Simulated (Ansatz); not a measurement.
This run works on a proposed trial structure, not on a known crystal.

Input and command of a plane-wave DFT calculation in Ansatz:

```yaml
crystal:
  lattice:
    - [3.7451619573, 0.0814398971, -0.0393128306]
    - [-1.8020519589, 3.1586767088, 0.0226925287]
    - [-0.3370848402, 0.0300602276, 30.9570533749]
  atoms:
    - { symbol: Si, position: [0.0217130814, 0.9494264247, 0.0346251583] }
    - { symbol: Si, position: [0.0134274179, -0.0369342876, 0.9697016108] }
    - { symbol: Si, position: [0.0151447745, 0.0969289018, 0.3092157756] }
    - { symbol: Si, position: [0.3037706669, 0.6626186138, 0.3241897113] }
    - { symbol: Si, position: [0.2952093421, 0.5622317229, 0.3994043773] }
    - { symbol: Si, position: [0.0373593374, 0.0474753939, 0.2317276041] }
    - { symbol: Si, position: [0.0484241996, 0.0479624805, 0.6979475215] }
    - { symbol: Si, position: [0.645059031, 0.2629111756, 0.6690503151] }
    - { symbol: Si, position: [0.7263955755, 0.377547857, 0.589960797] }
    - { symbol: Si, position: [-0.0323414275, 1.0164785309, 0.7684748843] }
    - { symbol: As, position: [0.6312140106, 0.3663949779, 0.9294951916] }
    - { symbol: As, position: [0.3088753832, 0.6622359993, 0.0728066349] }
    - { symbol: As, position: [0.677785698, 0.3268062357, 0.2059874009] }
    - { symbol: As, position: [0.7039850371, 0.394448483, 0.440969184] }
    - { symbol: As, position: [0.2852373271, 0.5983696, 0.7955116548] }
    - { symbol: As, position: [0.3187405452, 0.6650978906, 0.5609321783] }
basis:
  ecutwfc: 420
kpoints:
  mp_grid: { grid: [6, 6, 1] }
hamiltonian:
  xc: pbe
scf:
  occupations: { method: gaussian, width: 0.1 }
  lower_state_search: "off"
output:
  forces: true
  stress: true
  eigenvalues: true
relax:
  adjacent_minimum: "off"
  f_tol: 0.025
  max_steps: 60
  cell: { stress_tol: 0.25 }
```

```bash
ansatz run input.yaml --threads 1 --pin off --max-ram 2560MiB --backend cpu --events-out ev --progress --plain --runs-dir out
```

Processor: Intel(R) Xeon(R) Platinum 8259CL CPU @ 2.50GHz (Skylake/Cascade Lake), 1 thread, on a host shared with other jobs.

**Question.** Estimate time, memory and problem size.

**Answer.** About 11 min, peak memory 0.97 GiB. It solves 81 bands at 20 k points (after reduction by symmetry) with about 7675 plane waves (on the last cell), in 80 SCF iterations over 9 ionic steps.
